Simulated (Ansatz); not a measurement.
# GaIr: energy along a strain

GaIr, Pm-3m, a = 3.004 Å (as given, not relaxed at this level: 4.0 GPa). The structure is a COD entry; whether it is the stable form wasn't checked. Ansatz: PBEsol, PAW, 420 eV, Γ-centred 16×16×16 mesh on 2 atoms, Gaussian smearing 0.15 eV; no spin polarisation. Cell vectors (Å): 3.004 0.000 0.000; 0.000 3.004 0.000; 0.000 0.000 3.004. The cell is strained by x per cent times the pattern (0 0 0 1 0 0) in the order xx yy zz yz xz xy (engineering shears), with fractional coordinates held. y is the free energy over the start, V0 = 13.554 Å³/atom. Symmetry makes y even in x.

| x (%) | y (meV/atom) |
| --- | --- |
| -2.00 | 1.36 |
| -1.00 | 0.34 |
| 0.00 | 0.00 |
| 0.25 | 0.02 |
| 0.50 | 0.09 |
| 0.75 | 0.19 |
| 1.25 | 0.53 |
| 1.50 | 0.76 |
| 1.75 | ? |

Question: Fit y = c2 x² + c4 x⁴ to the other rows, get the stiffness along the pattern, and predict the missing energy.

Answer: Least squares on the rows shown. y = 0.3381 x² + 0.0004382 x⁴. The clamped-ion stiffness p·C·p = 2 × 3.381 eV × 160.2 / 13.554 Å³ = 80 GPa, which is C44 in these axes (second derivative at the start, which stands under stress). At x = 1.75 the fit asked for gives 1.04 meV/atom. The run gave 1.04 meV/atom, the same to the digits shown.

Spin–orbit coupling is left out, which can shift energies with elements as heavy as these.